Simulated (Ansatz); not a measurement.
Below is a relaxed structure of Nd₃Au. The cell was found from a structure generator's guess, not taken from experiment.

These are results of DFT PBE, scalar-relativistic, plane waves, PAW, and for the lanthanide a 4f-in-core norm-conserving potential (Ansatz), not measurements. Cutoff 660 eV, Γ-centred mesh, Gaussian smearing, no spin polarisation.

```
Nd Au
1.0
     6.14266    0.00000    0.00000
     0.00000    6.14266    0.00000
     0.00000    0.00000    6.14266
Nd Au
6 2
Direct
  0.25000 0.00000 0.50000
  0.75000 0.00000 0.50000
  0.50000 0.25000 0.00000
  0.50000 0.75000 0.00000
  0.00000 0.50000 0.25000
  0.00000 0.50000 0.75000
  0.00000 0.00000 0.00000
  0.50000 0.50000 0.50000
```

Energies over the elements count from the elements' standard structures at the same level, with no fitted energy shifts.

Q: Find its symmetry and describe it.

A: Pm-3n (No. 223), the A15 type. Conventional cell: a = 6.143 Å. Around Nd lie 2 Nd at 3.07 Å, 4 Au at 3.43 Å and 8 Nd at 3.76 Å; around Au lie 12 Nd at 3.43 Å.

Q: What is its formation energy per atom?

A: −0.21 eV/atom.

Q: Is it a metal?

A: Yes, bands cross the Fermi level on the 6×6×6 mesh.

The last run used a 6×6×6 mesh for its 8-atom cell and Gaussian smearing of 0.10 eV. Spin–orbit coupling, which can matter for Au, is left out. A structure relaxed within its symmetry needn't be a true minimum. Another cell of Nd3Au relaxed alike, in P-6m2, lies 77 meV/atom lower, so this cell isn't the stable form at this level.

The lanthanide is trivalent by construction, without f bands, f moments or other valences. The reference runs of the other elements, and any phases without the lanthanide, used 420 eV, which shifts energies against them by under 10 meV/atom. The lanthanide's reference is the lowest of its hcp, dhcp and fcc cells.
